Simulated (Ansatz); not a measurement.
## Equation of state of Sn from a dense series

```xyz
2
Lattice="0.0000 3.2456 3.2456 3.2456 0.0000 3.2456 3.2456 3.2456 0.0000" Properties=species:S:1:pos:R:3 pbc="T T T"
Sn    3.2456    3.2456    3.2456
Sn    4.8684    4.8684    4.8684
```

Atom numbers follow the list: Sn1, Sn2.

The cell is COD entry 9008568, as deposited and not checked against the literature; nothing was relaxed.

No spin–orbit coupling, which matters for the heavy atoms here.

These are results of DFT, PBEsol, all-electron LAPW, scalar-relativistic in Ansatz 0.2.0, not measurements.

Numerical set-up: a Γ-centred 11×11×11 k mesh, Fermi–Dirac smearing of 0.05 eV, basis error target 1 meV/atom, no spin polarisation.

The cell is scaled evenly. Fractional coordinates are held (clamped ions).

```tsv
V (Å³/atom)	P (GPa)
32.821	3.07
33.505	1.97
33.847	1.47
34.189	0.99
34.531	0.55
34.873	0.12
35.556	-0.65
36.240	-1.34
```

Q: Fit a third-order Birch–Murnaghan curve to the pressures.

A: P = (3B0/2)(y^(7/2) − y^(5/2))[1 + (3/4)(B0′ − 4)(y − 1)] with y = (V0/V)^(2/3) fits within 0.01 GPa for V0 = 34.976 Å³/atom, B0 = 41.2 GPa and B0′ = 4.96.

Q: Predict the pressure at the withheld volume, 32.138 Å³/atom.

A: There y = 1.0581, so the fit gives 4.31 GPa; the run gave 4.30 GPa.
